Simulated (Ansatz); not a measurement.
A distorted cell of Al₂Cu (Al2Cu type, space group I4/mcm):

```
CELL_PARAMETERS angstrom
     -2.99039     2.99039     2.50182
      2.99039    -2.99039     2.50182
      2.99039     2.99039    -2.50182
ATOMIC_POSITIONS crystal
  Al 0.15828 0.65828 0.81655
  Al 0.34172 0.15828 0.50000
  Al 0.65828 0.84172 0.50000
  Al 0.84172 0.34172 0.18345
  Cu 0.75000 0.75000 0.00000
  Cu 0.25000 0.25000 0.00000
```

Level of theory: PBE (plane waves to 420 eV, PAW, scalar-relativistic; Ansatz, a quantum-chemistry and plane-wave program). k mesh 12×12×12 (Γ-centred), Fermi-Dirac smearing 0.05 eV. Energies are smeared free energies. Stress and pressure are positive under compression. As the atoms are clamped, bonds stretch with the cell, which overstates energies and stresses. With partly filled bands, the response to shear is sensitive to the k mesh, so small differences along c/a are uncertain. Al2Cu is run without spin polarisation. Al2Cu was relaxed with its symmetry unable to fall.

### Question
Give the stress tensor in GPa and the pressure.

### Answer
```
    1.6      0.0      0.0
    0.0      1.6      0.0
    0.0      0.0     -2.8
```
The pressure, a third of the trace, is 0.2 GPa.

### Question
It is the relaxed cell deformed to V/V₀ = 1.000, (c/a)/(c/a)₀ = 1.040, c along z, fractional positions held. What is its energy relative to the relaxed cell?

### Answer
6 meV/atom.

(Under strain, the slope of the energy per volume gives the stress and its curvature an elastic modulus.)
